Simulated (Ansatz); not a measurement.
ZnS in space group P6_3mc (No. 186; Pearson symbol hP16), LDA in the plane-wave PAW code Ansatz. The conduction-band minimum lies at Γ, with 1 equivalent valley. Second derivatives d²E/dk² of the lowest band at one valley (eV·Å²), along Cartesian directions:

| direction | d²E/dk² |
|---|---|
| [100] | 44.75 |
| [010] | 44.75 |
| [001] | 46.35 |
| [110] | 44.75 |
| [101] | 45.57 |
| [011] | 45.57 |

Task: Find the principal effective masses, the density-of-states mass and the conductivity mass.

Result: Off-diagonal terms follow from H_xy = H[110] − (H_xx + H_yy)/2, and m*/mₑ = 7.620 eV·Å² over each eigenvalue: 0.16, 0.17, 0.17. One valley's DOS mass (m₁m₂m₃)^(1/3) = 0.17, conductivity mass 3/(Σ 1/mᵢ) = 0.17 mₑ.

Task: What effective density of states Nc follows at 300 K for parabolic valleys?

Result: Nc = 2.509e19 × 1 × (0.17)^(3/2) ≈ 1.8e18 cm⁻³.

The workflow started from an entry of the Crystallography Open Database (COD). Its sites differ from those of the usual phase in this space group: another stacking or structure type. The LDA relaxation kept the symmetry of its start; whether a distortion lowers the energy is not shown.

Potentials: the later of the program's two PAW sets.

Edges and masses are those of Kohn–Sham bands, whose gap is no quasiparticle gap.
